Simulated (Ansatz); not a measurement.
A scan (energy against volume; even scaling of the relaxed cell, symmetry kept) gave these values. Method: PBE (plane waves to 420 eV, PAW, scalar-relativistic; Ansatz, a program for electronic structure).

| Property | Value |
|---|---|
| Bulk modulus at fixed cell shape B₀ (third-order Birch-Murnaghan fit) | 230 GPa |
| Pressure derivative B₀′ (fit) | 4.0 |
| Equilibrium volume of the fit | 8.76 Å³/atom |

### Question
Of these crystals, all scanned alike, which one is it?
(A) LiTaO₃ (LiNbO3 type, space group R3c)
(B) Al₂O₃ (corundum)
(C) CdS (wurtzite)
(D) GaN (wurtzite)

### Answer
B, Al₂O₃ (corundum). The others have, for the bulk modulus at fixed cell shape: CdS 53.1 GPa, LiTaO3 116 GPa, GaN 172 GPa

All were relaxed with their symmetry unable to fall. LiTaO3 is run without spin polarisation. Spin-orbit coupling is left out. The PAW data are Ansatz's earlier set. With the shape held, the modulus is that of even scaling; a crystal free to change shape is softer.

(A scan under strain: stresses follow from slopes of the energy per volume, elastic moduli from its curvatures.)
